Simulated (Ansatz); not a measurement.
The start is a relaxed MoS2 cell with one Mo and one S atom exchanged in a cell of 6 atoms. The cell and all atomic positions are relaxed at zero pressure with PBEsol (plane waves to 420 eV, PAW, scalar-relativistic; Ansatz, a quantum-chemistry and plane-wave program). The first steps use a coarse 5×9×9 k-mesh.

Starting cell:
```yaml
crystal:
  lattice:
    - [3.14322, 1.81474, 12.56380]
    - [-1.57161, 0.90737, 6.28190]
    - [0.00000, -1.81474, 6.28190]
  atoms:
    - { symbol: S, position: [0.50000, 0.00000, 0.00000] }
    - { symbol: Mo, position: [0.00000, 0.00000, 0.00000] }
    - { symbol: S, position: [0.37466, 0.74933, 0.74933] }
    - { symbol: S, position: [0.87466, 0.74933, 0.74933] }
    - { symbol: S, position: [0.29199, 0.58397, 0.58397] }
    - { symbol: Mo, position: [0.79199, 0.58397, 0.58397] }
```

```yaml
initial_pressure: "+5 GPa (positive: the cell is compressed)"
largest_initial_force: about 2.1 eV/Å, on Mo6 (atoms numbered as listed)
energy_released: 0.88 eV/atom
volume_change: -4.0 %, from 17.92 to 17.19 Å³/atom
relative_to_the_parent: "It does not go back: it is caught in Cm (No. 8), 0.62 eV/atom above the parent"
Shortest distances (start → end): "The closest pairs of elements (up to four, under 3.6 Å), start → end: Mo–S 2.39 → 2.29 Å; S–S 2.39 → 2.64 Å; Mo–Mo 2.39 → 3.02 Å"
band_gap_at_the_end: zero (metallic)
optimiser_moves: 32
```

Final structure:

Space group Cm (No. 8); a = 12.8148 Å, b = 3.0157 Å, c = 5.9234 Å, α = 90.00°, β = 115.68°, γ = 90.00°

```tsv
atom	site	symmetry	x	y	z
S	2a	m	0.0825	0.5000	0.3526
Mo	2a	m	0.4699	0.5000	0.0280
S	2a	m	0.3092	0.5000	0.6329
S	2a	m	0.3558	0.0000	0.2009
S	2a	m	0.0884	0.0000	0.8143
Mo	2a	m	0.1944	0.5000	0.1380
```
(The calculation used a cell of 6 atoms; values per cell refer to that cell.)

Final values are on a 16×16×9 k-mesh of the relaxed cell. No spin polarisation in the result.

The run could not lose the symmetry of its start, so the end can be a saddle point.

The relaxed structure here is a generated cell of MoS2: the first start was made by placing the elements on the sites of a structure type, and the end was not matched to a known phase here, so it may be hypothetical. Known forms of MoS2 include space group No. 160, 194.
